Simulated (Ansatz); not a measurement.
**Data sheet: Ta (DFT)**

Ta:
```yaml
crystal:
  lattice:
    - [0.00000, 2.08798, 2.08798]
    - [2.08798, 0.00000, 2.08798]
    - [2.08798, 2.08798, 0.00000]
  atoms:
    - { symbol: Ta, position: [0.00000, 0.00000, 0.00000] }
```

Space group Fm-3m (No. 225), fcc (Cu type); conventional cell a = b = c = 4.176 Å, α = β = γ = 90.00°.

Method: DFT-PBEsol in the program Ansatz with PAW potentials. Structure relaxed to zero pressure with the same functional. Other levels are named where they apply.

Cell and energy:

```json
{
  "volume_per_atom": "18.21 Å³",
  "density": "16.50 g/cm³"
}
```

Electronic structure:

```json
{
 "electronic_character": "metallic (no gap)",
 "Density of states at the Fermi level": "1.2 states/eV per atom (mean over ±0.08 eV)"
}
```

Mechanics:

```json
{
 "Bulk modulus (Birch–Murnaghan fit)": "203 GPa",
 "Pressure derivative B′": "3.7",
 "Elastic constants (relaxed ions, GPa)": "C11 = 94.6, C12 = 256, C44 = 42.2",
 "mechanical_stability": "unstable (C has a negative eigenvalue)"
}
```

The workflow started from an entry of the Crystallography Open Database (COD), which files this formula under 4 space groups. It is not the phase usual at ambient conditions (space group No. 229). Symmetry was held in the PBEsol relaxation. No spin polarisation was allowed. As this level gives no gap, shear constants depend on the k-mesh and smearing (Fermi–Dirac, 0.1 eV here). Spin–orbit coupling is left out wherever it is not named.

Potentials: the later of the program's two PAW sets.
